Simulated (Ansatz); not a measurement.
The cell is In₄Sb₃As as one 8-atom ordering (P-4m2) on the zincblende lattice; cell and atoms were relaxed with r2SCAN. The symmetry is P-4m2 (No. 115, tetragonal); conventional cell a = 4.564 Å, c = 12.871 Å, 33.51 Å³ an atom. As is surrounded by 4 In at 2.70 Å; In is surrounded by 2 As at 2.70 Å and 2 Sb at 2.82 Å; Sb is surrounded by 4 In at 2.82 Å; In is surrounded by 4 Sb at 2.82–2.83 Å; Sb is surrounded by 4 In at 2.83 Å.

```cif
data_structure
_symmetry_space_group_name_H-M 'P 1'
_symmetry_Int_Tables_number 1
_cell_length_a 4.5638
_cell_length_b 4.5638
_cell_length_c 12.8713
_cell_angle_alpha 90.000
_cell_angle_beta 90.000
_cell_angle_gamma 90.000
_cell_volume 268.09
loop_
_atom_site_label
_atom_site_type_symbol
_atom_site_fract_x
_atom_site_fract_y
_atom_site_fract_z
_atom_site_occupancy
As1 As 0.00000 0.00000 0.00000 1
In1 In 0.00000 0.50000 0.88765 1
Sb1 Sb 0.50000 0.50000 0.75848 1
In2 In 0.50000 0.00000 0.62944 1
Sb2 Sb 0.00000 0.00000 0.50000 1
In3 In 0.00000 0.50000 0.37056 1
Sb3 Sb 0.50000 0.50000 0.24152 1
In4 In 0.50000 0.00000 0.11235 1
```

The questions ask for values computed with the PAW code Ansatz on this geometry. No magnetic order and no zero-point or thermal motion; the cell was built from a prototype and may be hypothetical.

Given (6×6×2 mesh): With PBE the gap closes, the bands meeting at Γ.

**Question.** Estimate the gap with PBE+SOC on 6×6×2.

**Answer.** With PBE+SOC the gap is 0.04 eV and direct, at Γ. (This is within a few times the smearing of 0.02 eV, so the filling near the edges can be smeared.)

**Question.** How does the gap change from PBE to r2SCAN (6×6×2)?

**Answer.** With r2SCAN the gap closes, the bands meeting at Γ.

**Question.** How does the gap change from PBE to HSE06 (4×4×2)?

**Answer.** HSE06 gives a direct gap of 0.16 eV at Γ.

**Question.** Roughly how does the cost of the PBE+SOC run (6×6×2) compare with r2SCAN's (6×6×2)?

**Answer.** About 6 times as much (7 core-minutes against 70 core-seconds, on 4 threads of Arm Neoverse V2, with other jobs on the host).

Only the levels marked +SOC include spin-orbit coupling.

The meshes of the hybrids are coarse, so their gaps aren't converged to the digits shown.
